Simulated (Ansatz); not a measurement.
Relaxed-ion elastic tensor of C (diamond, Fd-3m) in GPa (Voigt order), plane-wave PAW PBEsol (Ansatz code); density 3.56 g/cm³, 5.61 Å³ per atom.

```
      1     2     3    4    5    6
-  ----  ----  ----  ---  ---  ---
1  1070   140   140  0.0  0.0  0.0
2   140  1070   140  0.0  0.0  0.0
3   140   140  1070  0.0  0.0  0.0
4   0.0   0.0   0.0  573  0.0  0.0
5   0.0   0.0   0.0  0.0  573  0.0
6   0.0   0.0   0.0  0.0  0.0  573
```

**Question.** Is the crystal mechanically stable?

**Answer.** Yes: the smallest eigenvalue of C is 573 GPa.

**Question.** Work out the Voigt, Reuss and Hill averages.

**Answer.** K_V = 450, K_R = 450, K_H = 450; G_V = 530, G_R = 524, G_H = 527 GPa.

**Question.** Give Young's modulus, Poisson's ratio, Pugh's ratio and the universal anisotropy index.

**Answer.** E = 9KG/(3K + G) = 1140 GPa; ν = 0.08; K/G = 0.85 (brittle by the Pugh limit of 1.75); A_U = 5G_V/G_R + K_V/K_R − 6 = 0.05.

**Question.** Estimate the sound speeds and the Debye temperature.

**Answer.** v_l = √((K + 4G/3)/ρ) = 18000 m/s, v_t = √(G/ρ) = 12200 m/s, mean 13300 m/s; Θ = (h/k)(3n/4πV)^(1/3) v_m = 2230 K.

**Question.** Give the Zener ratio and Young's modulus along [100], [110] and [111].

**Answer.** A = 2C44/(C11 − C12) = 1.23; 1/E = S11 − 2(S11 − S12 − S44/2)Γ with Γ = 0, 1/4, 1/3 gives 1040, 1160, 1210 GPa.

**Question.** Solve the Christoffel equation for the three sound speeds along [100], [110], [111].

**Answer.** Eigenvalues of C_ijkl n_j n_l equal ρv². In km/s, slowest first: [100] 12.70, 12.70, 17.35; [110] 11.44, 12.70, 18.20; [111] 11.87, 11.87, 18.48.

The PBEsol relaxation kept the symmetry of its start.

Potentials: the earlier of the program's two PAW sets. The files were generated under PBE; for other functionals the program regenerates the frozen cores, and for LDA and PBEsol the local potential too.
